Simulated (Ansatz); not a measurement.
**Rb₂AlO₅: input and output**

The input, for Ansatz 0.2.0 (plane waves, PAW):

```yaml
crystal:
  lattice:
    - [0.0, 6.160537, 0.0]
    - [7.599443, -3.080269, 0.0]
    - [3.301223, 0.0, -7.009107]
  atoms:
    - { symbol: Rb, position: [0.4794, 0.9588, 0.7672] }
    - { symbol: Rb, position: [0.5206, 0.0412, 0.2328] }
    - { symbol: Rb, position: [0.8569, 0.7138, 0.613] }
    - { symbol: Rb, position: [0.1431, 0.2862, 0.387] }
    - { symbol: Al, position: [0.1693, 0.3386, 0.8407] }
    - { symbol: Al, position: [0.8307, 0.6614, 0.1593] }
    - { symbol: O, position: [0.093, 0.186, 0.1016] }
    - { symbol: O, position: [0.907, 0.814, 0.8984] }
    - { symbol: O, position: [0.2989, 0.5978, 0.7995] }
    - { symbol: O, position: [0.7011, 0.4022, 0.2005] }
    - { symbol: O, position: [0.3793, 0.2896, 0.7338] }
    - { symbol: O, position: [0.0897, 0.7104, 0.2662] }
    - { symbol: O, position: [0.6207, 0.7104, 0.2662] }
    - { symbol: O, position: [0.9103, 0.2896, 0.7338] }
    - { symbol: O, position: [0.7413, 0.0, 0.5] }
    - { symbol: O, position: [0.2587, 0.0, 0.5] }
  symmetry: { tolerance: 0.0003 }
kpoints:
  mp_grid: { grid: [5, 5, 4], shift: [0, 0, 0] }
magnetization:
  spin_polarized: false
scf:
  occupations: { method: gaussian, width: 0.0923 }
  lower_state_search: "off"
  max_iter: 200
hamiltonian:
  pseudopotentials: { kind: paw }
  xc: r2scan
basis:
  ecutwfc: 500
  fft_grid_basis: typed
output:
  forces: true
  stress: true
  eigenvalues: true
  populations: true
  elf: true
  write_potential: true
  volumetric_format: npy
  dos:
    e_range: [-12, 8]
    de: 0.05
    projected: { site_lists: { Al: [Al], O: [O], Rb: [Rb] } }
checkpoint:
  read: saved_state
```

The run starts from an earlier solution of this cell. 

Excerpt of what it printed:

```
SCF iter   1: F=-19859.0575 eV  Δρ=2.94e-3  dr2=1.46e-2  dr2_τ=1.31e-2
SCF iter   2: F=-19859.0686 eV  Δρ=1.76e-3  dr2=7.80e-3  dr2_τ=5.43e-4
SCF iter   3: F=-19859.0713 eV  Δρ=8.32e-4  dr2=3.39e-3  dr2_τ=5.71e-5
SCF iter   4: F=-19859.0740 eV  Δρ=3.48e-4  dr2=3.61e-4  dr2_τ=6.22e-5
SCF iter   5: F=-19859.0741 eV  Δρ=1.95e-4  dr2=1.78e-4  dr2_τ=8.13e-6
SCF iter   6: F=-19859.0743 eV  Δρ=1.06e-4  dr2=5.07e-5  dr2_τ=1.65e-6
SCF iter   7: F=-19859.0745 eV  Δρ=2.98e-5  dr2=3.72e-6  dr2_τ=2.37e-7
SCF iter   8: F=-19859.0745 eV  Δρ=1.79e-5  dr2=1.48e-6  dr2_τ=3.28e-8
SCF iter   9: F=-19859.0745 eV  Δρ=2.37e-5  dr2=3.01e-6  dr2_τ=1.38e-7
SCF iter  10: F=-19859.0745 eV  Δρ=1.40e-5  dr2=1.22e-6  dr2_τ=1.48e-8
SCF iter  11: F=-19859.0745 eV  Δρ=4.21e-6  dr2=8.16e-8  dr2_τ=9.12e-10
Free energy (F): -19859.0745 eV
Harris-Foulkes:  -19859.0745 eV  (|F-HF|=7.30e-8)
Internal energy: -19858.8658 eV  (E = F + TS)
E sigma→0 (E₀):  -19858.9701 eV
Entropy (-TS):   -0.2087 eV (-13.044 meV/atom)
Fermi energy:    0.1792 eV
--- Per-component energies (eV) ---
  E_band       = -722.8131
  E_kinetic    = 2544.2443
  E_local      = -6577.1746  (includes V_loc(G=0)·N_el)
  E_nonlocal   = 1189.2063
  E_hartree    = 2113.9636
  E_xc         = -1288.3141
  E_vxc        = -1706.1423  (∫ρ·V_xc dr)
  E_paw        = -13073.5475  (= ΣΔE_a)
  E_vpaw       = -510.4897  (= ΣTr[D̂ρ^β])
  E_aug_tail   = 0.0096  (compensation charges beyond the density's cutoff)
  E_vtau       = 109.6017  (kinetic-family band-sum trace: ∫τ·v_τ [+ j·A + Jᵃ·Aᵃ] dr)
  E_ewald      = -4766.2261
  E_core_change = -1.0273  (= ΣΔE_core)
  E_smearing   = -0.2087  (= −TS)
--- Forces (eV/Å), atoms counted from 1 ---
  atom   1  Rb     1.0712     0.0000    -1.7072
  atom   2  Rb    -1.0712     0.0000     1.7072
  atom   3  Rb    -1.6525     0.0000    -0.2797
  atom   4  Rb     1.6525     0.0000     0.2797
  atom   5  Al     0.6889     0.0000    -0.6961
  atom   6  Al    -0.6889     0.0000     0.6961
  atom   7  O      0.1583     0.0000     1.9498
  atom   8  O     -0.1583     0.0000    -1.9498
  atom   9  O     -2.2382     0.0000    -0.3346
  atom  10  O      2.2382     0.0000     0.3346
  atom  11  O      0.3971    -0.8478    -0.3880
  atom  12  O     -0.3971    -0.8478     0.3880
  atom  13  O     -0.3971     0.8478     0.3880
  atom  14  O      0.3971     0.8478    -0.3880
  atom  15  O      0.0000    -0.1112     0.0000
  atom  16  O      0.0000     0.1112     0.0000
--- Stress (GPa, compression-positive) ---
       -1.6738       0.0000      -2.0333
        0.0000      -1.5003       0.0000
       -2.0333       0.0000      -0.8727
  P = ⅓ Tr σ = -1.3489 GPa (-13.489 kbar)
--- Löwdin populations: 16 sites ---
  site symbol       q [e]
     0     Rb      8.0921
     1     Rb      8.0921
     2     Rb      8.0922
     3     Rb      8.0922
     4     Al      1.7156
     5     Al      1.7156
     6      O      6.5702
     7      O      6.5702
     8      O      6.5696
     9      O      6.5696
    10      O      6.5751
    11      O      6.5751
    12      O      6.5751
    13      O      6.5751
    14      O      6.5461
    15      O      6.5461
  spilling = 0.0052 (of n_electrons = 102.0000)
```

Absolute energies hang on the potentials; compare differences alone.

Origin: a known structure type with other elements, at an estimated volume, so it need not be a known compound. Caveats: many states at the Fermi level without spin polarisation, so a magnetic state may lie lower; atoms or cell far from equilibrium.
